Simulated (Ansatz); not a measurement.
**MnSe (Fm-3m): does the start matter?**

Level of theory: LDA+U, U = 4.0 eV, J = 0.9 eV (Liechtenstein form) on Mn d, fully localised double counting, 420 eV, PAW set soft_2 (made for PBE), 6×6×6 mesh, Gaussian smearing of 0.05 eV; plane-wave PAW code Ansatz.

```
CELL_PARAMETERS angstrom
0.00000 2.72400 2.72400
2.72400 0.00000 2.72400
5.44800 5.44800 0.00000
ATOMIC_POSITIONS crystal
Mn 0.00000 0.00000 0.00000
Se 0.50000 0.50000 0.25000
Mn 0.00000 0.00000 0.50000
Se 0.50000 0.50000 0.75000
```

The structure is that of a cell as deposited in COD, unrelaxed. The cell shown is twice the primitive one, so that more magnetic patterns fit.

Cell and atoms stay fixed, and the cell was started in 7 ways, of which 1 didn't converge and is left out, with spin–orbit coupling. The starts were built for 5 d electrons on Mn, a formal count that the converged states needn't keep. Starting moments of the plain starts: Mn1 (2.89, 2.89, 2.89); Mn3 (-2.89, -2.89, -2.89) μB (atoms counted from 1).

Energies count from the lowest free state found; constrained states (a lock kept on the moments, or spin off) can lie above or below free ones. A natural orbital (eigenvector of a shell's occupation matrix) is counted as filled above 0.75 (0.9 in a metal) and as partly filled from 0.35 up to that; ↑ and ↓ are the spin channels.

```csv
state,reached from,ΔE (meV/atom),gap (eV),P (GPa),cell spin moment (μB),site spin moments (μB; Gaussian-weighted where vectors),shell filling,orbital moments of the shells (μB),Hubbard energy (eV/cell),flags
1,"typed shells with each spin channel wholly full or empty (5+0 electrons), held for 5 iterations; natural orbitals of the symmetric run, filled by rank; from atoms, symmetry kept, no search; 3 more",0.0,1.18,-4.0,0.00,"Mn1 (2.37, 2.37, 2.37); Mn3 (-2.37, -2.37, -2.37)","Mn 5 filled of 10 spin orbitals, 5.35 e","Mn1 (0.01, 0.01, 0.01); Mn3 (-0.01, -0.01, -0.01)",1.12,–
```

The lowest free state (state 1) has a gap of 1.18 eV. Its natural occupations are Mn1 spinors: 0.03 0.03 0.03 0.15 0.15 0.99 0.99 1.00 1.00 1.00; Mn3 spinors: 0.03 0.03 0.03 0.15 0.15 0.99 0.99 1.00 1.00 1.00. Since all bands are wholly filled or empty, the fractional occupations (0.15) come from mixing of the shell with the neighbours' orbitals (covalency), not from partly filled bands.

All 6 free starts end within 3 meV/atom of the lowest, but the starts that were left out might have ended elsewhere.

In the lowest free state the fixed cell carries a pressure of -4.0 GPa (the cell is larger than this level of theory would relax to); relaxing would change energies and could change the order of close states.

The lowest state found needn't be the ground state of this level of theory. The value of U was drawn from a range and not derived for this compound; another value can change gaps, moments and the order of states. Gaps are Kohn–Sham gaps over the k-mesh alone and may be smaller between its points.
